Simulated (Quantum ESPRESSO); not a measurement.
Inputs of pw.x and gipaw.x (a modified build of Quantum ESPRESSO, PBE) for AgCl; the starting potential comes from an earlier run on another mesh:

```
&CONTROL
  calculation = 'scf'
  prefix = 'x'
  pseudo_dir = './pseudo'
  outdir = './out'
  tprnfor = .true.
/
&SYSTEM
  ibrav = 0
  nat = 2
  ntyp = 2
  ecutwfc = 50
  ecutrho = 200
  occupations = 'fixed'
  nbnd = 9
/
&ELECTRONS
  conv_thr = 1e-11
  startingpot = 'file'
/
ATOMIC_SPECIES
Ag 107.868 Ag.GGA_PBE-JTH.UPF
Cl 35.450 Cl.GGA_PBE-JTH.UPF
CELL_PARAMETERS angstrom
   -0.000000000000     2.758801675000     2.800391650000
    2.758801675000    -0.000000000000     2.800391650000
    2.758801675000     2.758801675000     0.000000000000
ATOMIC_POSITIONS crystal
Ag     0.000000000000     0.000000000000     0.000000000000
Cl     0.500000000000     0.500000000000     0.500000000000
K_POINTS automatic
8 8 8 1 1 1
```

```
&INPUTGIPAW
  job = 'nmr'
  prefix = 'x'
  tmp_dir = './out/'
  restart_mode = 'from_scratch'
  pawproj(1) = .true.
  pawproj(2) = .true.
  use_nmr_macroscopic_shape = .false.
/
```

The cell was made here from a computed Materials Project entry: strained by +1 % along the cube axis and by -0.5 % across it, atoms relaxed (PBE without dispersion, pw.x of Quantum ESPRESSO, symmetry kept). The parent is AgCl in Fm-3m. Stability against distortions was not tested. The run has no spin polarisation.

Question: Give the final section of the GIPAW output.

Answer: 
```
     f-sum rule (should be   -14.4138):
           -14.4140          0.0000          0.0000
             0.0000        -14.4140          0.0000
             0.0000          0.0000        -14.4140

     Total NMR chemical shifts in ppm: ---------------------------------------
     (adopting the Simpson convention for anisotropy and asymmetry)-----------

     Atom  1  Ag  pos: (  0.000000  0.000000  0.000000)  Total sigma:        3378.10
          3394.9585         -0.0000          0.0000
            -0.0000       3394.9585          0.0000
             0.0000          0.0000       3344.3950

     Ag      1    anisotropy:    -50.56    eta:    0.0000
     Ag      1    sigma_11=   3394.96
     Ag      1    sigma_22=   3394.96
     Ag      1    sigma_33=   3344.40

     Atom  2  Cl  pos: (  0.701797  0.701797  0.712377)  Total sigma:         894.14
           892.8014          0.0000          0.0000
             0.0000        892.8014         -0.0000
            -0.0000         -0.0000        896.8321

     Cl      2    anisotropy:      4.03    eta:    0.0000
     Cl      2    sigma_11=    892.80
     Cl      2    sigma_22=    892.80
     Cl      2    sigma_33=    896.83
```
The printed anisotropy is 3/2 (σ_33 − σ_iso) in the program's own order; the axes are left out here. Anisotropies that symmetry doesn't fix are less certain than the isotropic values. Shieldings are absolute and leave out the bulk-susceptibility term; a larger σ means a smaller chemical shift. In our sweeps, cutoffs and meshes of this size left a few ppm, and up to some 20 ppm on atoms from Zn on. Spin–orbit coupling is left out; its weight grows with the heaviest atom, Ag here. The datasets of Cl hold no d projectors, which limits absolute σ on these atoms. The band gap at this level is small, which makes the paramagnetic part of σ large and sensitive to the functional.
